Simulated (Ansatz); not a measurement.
A trial cell of Ga4AsP3, before relaxation:

```yaml
crystal:
  lattice:
    - [3.81151, 0.00000, 0.00000]
    - [-1.90575, 3.30086, 0.00000]
    - [0.00000, 0.00000, 12.57164]
  atoms:
    - { symbol: Ga, position: [0.33333, 0.66667, 0.49999] }
    - { symbol: Ga, position: [0.33333, 0.66667, 0.99999] }
    - { symbol: Ga, position: [0.66667, 0.33333, 0.24999] }
    - { symbol: Ga, position: [0.66667, 0.33333, 0.74999] }
    - { symbol: P, position: [0.33333, 0.66667, 0.18701] }
    - { symbol: P, position: [0.33333, 0.66667, 0.68701] }
    - { symbol: P, position: [0.66667, 0.33333, 0.93701] }
    - { symbol: As, position: [0.66667, 0.33333, 0.43701] }
```

Level of theory: Ansatz, DFT PBE, scalar-relativistic, plane waves, PAW. Cutoff 420 eV, Gaussian smearing, Γ-centred meshes. Cell and atoms relax first on a coarse mesh and then on a converged one. In between, the cell is made exact in the group found at 0.06 Å. The steps can't lower the symmetry of their start. No spin polarisation.

A guess keeps its type if space group and coordination stay and the shape of the cell changes little (axis ratios within about 15 %, angles within 6°); the volume may change.

Q: Does it keep its structure type, or change into something else?

A: It keeps its type. The symmetry stays P3m1 (No. 156). The volume per atom grows by 8.9 %, from 19.8 to 21.5 Å³. The shortest distance goes from 2.34 Å (Ga–As and Ga–P) to 2.39 Å (Ga–P). The ratio c/a of the conventional cell changes by a factor of 1.00. Counting neighbours within 15 % of an atom's shortest distance, the start has As 4, Ga 4, P 4 and the end As 4, Ga 4, P 4.

The last run used a 12×12×2 mesh (in the run's order of axes) for its 8-atom cell and Gaussian smearing of 0.02 eV. Symmetry constrained the relaxation, so the result can be a saddle point.
